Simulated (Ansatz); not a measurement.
A distorted cell of MoS₂ (2H-MoS2 type, space group P6_3/mmc):

```
MoS2
1.0
    3.14937     0.00000     0.00000
   -1.57469     2.72744     0.00000
    0.00000     0.00000    12.09029
Mo S
2 4
Direct
  0.33333   0.66667   0.25000
  0.66667   0.33333   0.75000
  0.33333   0.66667   0.62049
  0.66667   0.33333   0.12049
  0.66667   0.33333   0.37951
  0.33333   0.66667   0.91524
```

These are PBE-D3(BJ) (plane waves to 420 eV, PAW, scalar-relativistic; Ansatz, an electronic-structure program) values and carry that method's errors. k mesh 10×10×3 (Γ-centred), Fermi-Dirac smearing 0.05 eV. Energies are smeared free energies. Stress and pressure are positive under compression. As the smearing reaches across the gap at some points, energies and forces of such displacements shift with the k mesh and the smearing. MoS2 is run without spin polarisation. MoS2 was relaxed with its symmetry unable to fall.

Q: Predict the force on every atom, in eV/Å.

A: 
```csv
atom,Fx,Fy,Fz
Mo1,0.000,0.000,0.052
Mo2,0.000,0.000,3.415
S3,0.000,0.000,0.614
S4,0.000,0.000,0.233
S5,0.000,0.000,0.005
S6,0.000,0.000,-4.318
```

Q: Give the stress tensor in GPa and the pressure.

A: 
```
   -3.3      0.0      0.0
    0.0     -3.3      0.0
    0.0      0.0    -12.5
```
The pressure, a third of the trace, is -6.4 GPa.

Q: In it atom 6 sits (0.000, 0.000, 0.432) Å away from its relaxed site. What is its energy relative to the relaxed cell?

A: 1148 meV/cell.

(A displaced cell: forces are minus the slopes of the energy, force constants its curvatures, and phonons follow from these.)
